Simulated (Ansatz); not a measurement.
GaSi₃₁: course of a relaxation

These are results of DFT LDA, scalar-relativistic, plane waves, PAW in Ansatz 0.2.0, not measurements. Settings: 420 eV cutoff, 3×3×3 k-mesh, Gaussian smearing of 0.02 eV, collinear spin.

What was changed: Ga on a Si site (Wyckoff letter a), charge +0, atoms relaxed at the host's cell.

The starting moments were lost, and the run ended without a moment.

In a supercell of 32 atoms the defect feels its periodic images, and the cell reads as a metal on the mesh, so a level in the gap can't be told from a carrier in the bands.

Command:

```bash
ansatz run input.yaml --threads 4 --pin off --max-ram 8192MiB --backend cpu --events-out ev --progress --plain --runs-dir out
```

Input:

```yaml
crystal:
  lattice:
    - [5.4019422732, -5.4019422732, -5.4019422732]
    - [-5.4019422732, -5.4019422732, 5.4019422732]
    - [-5.4019422732, 5.4019422732, -5.4019422732]
  atoms:
    - { symbol: Ga, position: [-0.0007063436, 0.2506620546, 0.48645869], spin: 0.2 }
    - { symbol: Si, position: [1.0, 0.5, 0.25] }
    - { symbol: Si, position: [1.0, 0.75, 1.0] }
    - { symbol: Si, position: [0.75, 0.25, 0.75] }
    - { symbol: Si, position: [1.0, 1.0, 0.75] }
    - { symbol: Si, position: [0.75, 0.5, 0.5] }
    - { symbol: Si, position: [0.75, 0.75, 0.25] }
    - { symbol: Si, position: [0.5, 0.25, 0.0] }
    - { symbol: Si, position: [0.75, 1.0, 1.0] }
    - { symbol: Si, position: [0.5, 0.5, 0.75] }
    - { symbol: Si, position: [0.5, 0.75, 0.5] }
    - { symbol: Si, position: [0.25, 0.25, 0.25] }
    - { symbol: Si, position: [0.5, 0.0, 0.25] }
    - { symbol: Si, position: [0.25, 0.5, 1.0] }
    - { symbol: Si, position: [0.25, 0.75, 0.75] }
    - { symbol: Si, position: [0.25, 0.0, 0.5] }
    - { symbol: Si, position: [0.2506962269, 0.4873712286, 0.7314273669], spin: 0.2 }
    - { symbol: Si, position: [0.25, 0.75, 0.5] }
    - { symbol: Si, position: [0.25, 0.0, 0.25] }
    - { symbol: Si, position: [0.0, 0.5, 0.0] }
    - { symbol: Si, position: [0.25, 0.25, 0.0] }
    - { symbol: Si, position: [0.0, 0.75, 0.75] }
    - { symbol: Si, position: [0.0051493121, 0.0006392178, 0.5044531472], spin: 0.2 }
    - { symbol: Si, position: [0.75, 0.5, 0.25] }
    - { symbol: Si, position: [0.0043405416, 0.2552625116, 0.2679682981], spin: 0.2 }
    - { symbol: Si, position: [0.75, 0.75, 0.0] }
    - { symbol: Si, position: [0.75, 0.0, 0.75] }
    - { symbol: Si, position: [0.5, 0.5, 0.5] }
    - { symbol: Si, position: [0.7524379364, 0.2511575839, 0.4960268439], spin: 0.2 }
    - { symbol: Si, position: [0.5, 0.75, 0.25] }
    - { symbol: Si, position: [0.5, 0.0, 0.0] }
    - { symbol: Si, position: [0.5, 0.25, 0.75] }
  host:
    lattice:
      - [0.0, 2.7009711366, 2.7009711366]
      - [2.7009711366, 0.0, 2.7009711366]
      - [2.7009711366, 2.7009711366, 0.0]
    atoms:
      - { symbol: Si, position: [0.75, 0.75, 0.75] }
      - { symbol: Si, position: [0.5, 0.5, 0.5] }
basis:
  ecutwfc: 420
  xc_grid: 2
kpoints:
  mp_grid: { grid: [3, 3, 3], shift: [0.0, 0.0, 0.0] }
hamiltonian:
  xc: lda
scf:
  occupations: { method: gaussian, width: 0.02 }
output:
  forces: true
  stress: false
  eigenvalues: true
  populations: true
  charged_corrections:
    defect_position: [0.0, 0.25, 0.5]
    epsilon: [[13.2637, 0.0, 0.0], [0.0, 13.2637, 0.0], [0.0, 0.0, 13.2637]]
  write_density: true
  write_potential: true
  elf: true
  volumetric_format: npy
magnetization:
  spin_polarized: true
relax:
  adjacent_minimum: "off"
  f_tol: 0.025
  max_steps: 45
```

F is the free energy.

Steps:

```tsv
step	F − F(1) (eV)	largest force component (eV/Å)
1	0.0000	2.870
2	-0.6904	0.596
3	-0.7430	0.038
4	-0.7437	0.001
```

Relaxed structure:

```cif
data_structure
_symmetry_space_group_name_H-M 'P 1'
_symmetry_Int_Tables_number 1
_cell_length_a 9.3564
_cell_length_b 9.3564
_cell_length_c 9.3564
_cell_angle_alpha 109.471
_cell_angle_beta 109.471
_cell_angle_gamma 109.471
_cell_volume 630.54
loop_
_atom_site_label
_atom_site_type_symbol
_atom_site_fract_x
_atom_site_fract_y
_atom_site_fract_z
_atom_site_occupancy
Ga1 Ga 0.00037 0.24983 0.49956 1
Si1 Si 0.00038 0.49917 0.24805 1
Si2 Si 0.00037 0.74983 0.99956 1
Si3 Si 0.74883 0.24985 0.74888 1
Si4 Si 0.00037 0.99833 0.74890 1
Si5 Si 0.74883 0.49916 0.49956 1
Si6 Si 0.75105 0.74900 0.25026 1
Si7 Si 0.50037 0.24983 0.99956 1
Si8 Si 0.75105 0.00053 0.99872 1
Si9 Si 0.50122 0.50139 0.75112 1
Si10 Si 0.50037 0.74983 0.49957 1
Si11 Si 0.24968 0.24985 0.24804 1
Si12 Si 0.49953 0.00054 0.25027 1
Si13 Si 0.25190 0.50138 0.00041 1
Si14 Si 0.25190 0.75070 0.75110 1
Si15 Si 0.24968 0.99832 0.49956 1
Si16 Si 0.25253 0.50200 0.75172 1
Si17 Si 0.25055 0.74876 0.49958 1
Si18 Si 0.24910 0.99968 0.24940 1
Si19 Si 0.00037 0.50000 0.99848 1
Si20 Si 0.25055 0.24986 0.99848 1
Si21 Si 0.00037 0.74875 0.74973 1
Si22 Si 0.00038 0.99768 0.49959 1
Si23 Si 0.75021 0.49858 0.24940 1
Si24 Si 0.00038 0.24985 0.24742 1
Si25 Si 0.75166 0.75096 0.00069 1
Si26 Si 0.75020 0.99968 0.74830 1
Si27 Si 0.49927 0.50000 0.49958 1
Si28 Si 0.74824 0.24986 0.49959 1
Si29 Si 0.50147 0.75095 0.25083 1
Si30 Si 0.50148 0.00111 0.00069 1
Si31 Si 0.49927 0.24985 0.74973 1
```

The run converged. The run took 9.8 min on 4 threads of AMD EPYC (Zen 3), with other jobs on the host, peak memory 2.4 GiB.